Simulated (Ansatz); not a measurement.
Starting structure of a cell relaxation (symmetry kept):

```cif
data_structure
_symmetry_space_group_name_H-M 'Pm-3m'
_symmetry_Int_Tables_number 221
_cell_length_a 3.8970
_cell_length_b 3.8970
_cell_length_c 3.8970
_cell_angle_alpha 90.000
_cell_angle_beta 90.000
_cell_angle_gamma 90.000
_cell_volume 59.18
loop_
_atom_site_label
_atom_site_type_symbol
_atom_site_symmetry_multiplicity
_atom_site_Wyckoff_symbol
_atom_site_fract_x
_atom_site_fract_y
_atom_site_fract_z
_atom_site_occupancy
Mn1 Mn 1 a 0.00000 0.00000 0.00000 1
Pt1 Pt 3 c 0.00000 0.50000 0.50000 1
```

Theory: Ansatz 0.2.0, DFT r2SCAN, scalar-relativistic, plane waves, PAW.

Settings: cutoff 500 eV, Γ-centred mesh 12×12×12 on the computed 4-atom cell, Gaussian smearing of 0.10 eV; collinear spin from starting moments 4.45 0.27 0.27 0.27 μB.

Question: What does it relax to?

Answer: The volume rises by 0.14 Å³/atom to 14.94 Å³/atom, and the energy falls by 0.9 meV/atom. The cell ends with a moment of 4.57 μB (only this magnetic start was tried). Final structure:
```cif
data_structure
_symmetry_space_group_name_H-M 'P 1'
_symmetry_Int_Tables_number 1
_cell_length_a 3.9092
_cell_length_b 3.9092
_cell_length_c 3.9092
_cell_angle_alpha 90.000
_cell_angle_beta 90.000
_cell_angle_gamma 90.000
_cell_volume 59.74
loop_
_atom_site_label
_atom_site_type_symbol
_atom_site_fract_x
_atom_site_fract_y
_atom_site_fract_z
_atom_site_occupancy
Mn1 Mn 0.00000 0.00000 0.00000 1
Pt1 Pt 0.00000 0.50000 0.50000 1
Pt2 Pt 0.50000 0.00000 0.50000 1
Pt3 Pt 0.50000 0.50000 0.00000 1
```

The state reached may not be the lowest one. Spin-orbit coupling is left out, which matters for the bands of heavy elements. Only parallel moments were tried here.